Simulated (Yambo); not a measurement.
```
CELL_PARAMETERS angstrom
      2.25274     1.30062     4.63431
     -2.25274     1.30062     4.63431
      0.00000    -2.60124     4.63431
ATOMIC_POSITIONS crystal
  B  0.75000 0.75000 0.75000
  B  0.25000 0.25000 0.25000
  O  0.75000 0.44209 0.05791
  O  0.25000 0.55791 0.94209
  O  0.05791 0.75000 0.44209
  O  0.94209 0.25000 0.55791
  O  0.44209 0.05791 0.75000
  O  0.55791 0.94209 0.25000
  Al 0.50000 0.50000 0.50000
  Al 0.00000 0.00000 0.00000
```

Workflow: PBEsol (pw.x of Quantum ESPRESSO, ONCV potentials, scalar-relativistic), then G0W0 in Yambo (4×4×4 Γ-centred k mesh, 125 bands and a 7 Ry block in the screening, 125 bands in G with the Bruneval-Gonze terminator, plasmon pole fitted at 27.2 eV).

**Question.** Give the PBEsol and G0W0 gaps between the band edges found on this mesh, and say where the edges lie.

**Answer.** Edges: Γ → (0.25, 0.25, 0.25). PBEsol: 5.75 eV; G0W0: 8.35 eV. Nearest settings tried, and what they do to the gap: 99 bands in W, 99 bands in G: +45 meV; 6 Ry block (145 vectors against 193): -10 meV. Not varied: mesh. So the settings aren't converged at that level. 

Geometry of the Materials Project entry, not relaxed at this level.
